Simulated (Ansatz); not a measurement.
CdSe (wurtzite)

```xyz
4
Lattice="4.3827 0.0000 0.0000 -2.1914 3.7955 0.0000 0.0000 0.0000 7.1545" Properties=species:S:1:pos:R:3 pbc="T T T"
Cd     2.1914     1.2652     0.0034
Cd     0.0000     2.5304     3.5806
Se     2.1914     1.2652     4.4696
Se     0.0000     2.5304     0.8924
```

This relaxed cell (volume V₀) is scaled evenly in all directions, its shape held. The atoms relax within the cell's symmetry.

Calculation: PBE (plane waves to 420 eV, PAW, scalar-relativistic; Ansatz, a program for electronic structure). k mesh 9×9×5 (Γ-centred), Fermi-Dirac smearing 0.05 eV. E stands for the smeared free energy. Compression counts positive. CdSe was relaxed with its symmetry unable to fall. The zero of ΔE is the relaxed starting cell.

```csv
V/V₀,ΔE (meV/atom),P (GPa)
0.940,?,3.19
0.950,11.4,2.58
0.960,7.2,2.01
0.970,?,1.46
0.980,1.7,0.95
0.990,0.4,0.46
1.000,0.0,0.00
1.010,0.4,-0.43
1.020,1.6,-0.84
1.030,3.5,-1.23
1.040,6.1,-1.59
1.050,9.4,-1.94
1.060,?,-2.26
```

Question: Complete the blanks.

Answer: 
- 0.940, ΔE (meV/atom): 16.8
- 0.970, ΔE (meV/atom): 4.0
- 1.060, ΔE (meV/atom): 13.3

(Under strain, the slope of the energy per volume gives the stress and its curvature an elastic modulus.)
